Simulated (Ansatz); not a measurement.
Zone-centre phonons of GaN at 12 GPa: input and output

Computed with Ansatz, DFT LDA, scalar-relativistic, plane waves, PAW.

Launched with:
```bash
ansatz run input.yaml --threads 1 --pin off --max-ram 3072MiB --backend cpu --events-out ev --progress --plain --runs-dir out
```

Input (bare energies are in eV):
```yaml
crystal:
  lattice:
    - [0.0, 2.1888008425, 2.1888008425]
    - [2.1888008425, 0.0, 2.1888008425]
    - [2.1888008425, 2.1888008425, 0.0]
  atoms:
    - { symbol: Ga, position: [0.0, 0.0, 0.0] }
    - { symbol: "N", position: [0.75, 0.75, 0.75] }
basis:
  ecutwfc: 420
kpoints:
  mp_grid: { grid: [10, 10, 10] }
hamiltonian:
  xc: lda
scf:
  occupations: { method: fixed }
output:
  eigenvalues: true
phonons:
  method: dfpt
  dielectric: true
  rigid_motions: translations
  eigenvectors: true
```

Results section of the output:
```
--- Phonons (Γ-DFPT): 2 representative perturbations + reference, on 171 of 1000 k-points (Σ response iterations 6) ---
  k mesh reduced under 4 symmetry operations, with k and −k counted as one. Each operation leaves every solved perturbation unchanged. A smaller set is not considered because the run solves the response ...
  ASR residual: 1.385e-5 → 0.000e0 eV/Å²; symmetrization residual: 5.255e-7 eV/Å²
  ASR residual per site (eV/Å²): 8.54e-6 1.38e-5
  Γ frequencies (cm⁻¹): 0.00 0.00 0.00 598.09 598.09 598.09
  ε∞ (high-frequency dielectric tensor):
        5.517069     0.000000     0.000000
        0.000000     5.517069     0.000000
        0.000000     0.000000     5.517069
  ε⁰ (static dielectric tensor: ions relaxed, cell fixed):
        9.339054     0.000000     0.000000
        0.000000     9.339054     0.000000
        0.000000     0.000000     9.339054
  ε⁰ − ε∞ (ionic part):
        3.821985     0.000000     0.000000
        0.000000     3.821985     0.000000
        0.000000     0.000000     3.821985
  softest optical mode at Γ: 598.09 cm⁻¹; the repairs (sum rule, projections) moved no ω² at Γ by more than (0.57 cm⁻¹)²
  Born effective charges Z* (e; rows j = field, columns β = displacement):
    site 0:
         2.60704    0.00000    0.00000
        -0.00000    2.60704    0.00000
         0.00000    0.00000    2.60704
    site 1:
        -2.60704   -0.00000   -0.00000
         0.00000   -2.60704   -0.00000
        -0.00000   -0.00000   -2.60704
  Z* charge neutrality: 1.275e-3 e pre-enforcement
  solved inside a basis spanned on kpoints, on 10×10×10 k-points, its susceptibility summed on 14×14×14: ε∞ is read to err by 1.5e-2, Z* by 1.5e-2 e (field_mesh: kpoints solves on kpoints); Z* is corrected for ...
  optical modes at Γ without the LO–TO term, one row a degenerate level:
      ω (cm⁻¹) modes IR ((D/Å)²/amu)
        598.09      3            40.3310
  optical modes at Γ + LO–TO along q̂ = [1.0000, 0.0000, 0.0000]:
      ω (cm⁻¹) modes IR ((D/Å)²/amu)
        598.09      2            26.8873
        778.16      1            13.4437
  optical modes at Γ + LO–TO along q̂ = [0.0000, 1.0000, 0.0000]:
      ω (cm⁻¹) modes IR ((D/Å)²/amu)
        598.09      2            26.8873
        778.16      1            13.4437
  optical modes at Γ + LO–TO along q̂ = [0.0000, 0.0000, 1.0000]:
      ω (cm⁻¹) modes IR ((D/Å)²/amu)
        598.09      2            26.8873
        778.16      1            13.4437
```

The run took 120 s on 1 thread of Intel(R) Xeon(R) Processor @ 2.50GHz (Skylake/Cascade Lake) (shared host), peak memory 0.53 GiB.

Other phases may be more stable at this pressure.

This zinc-blende form isn't the usual stable structure of the compound at low pressure.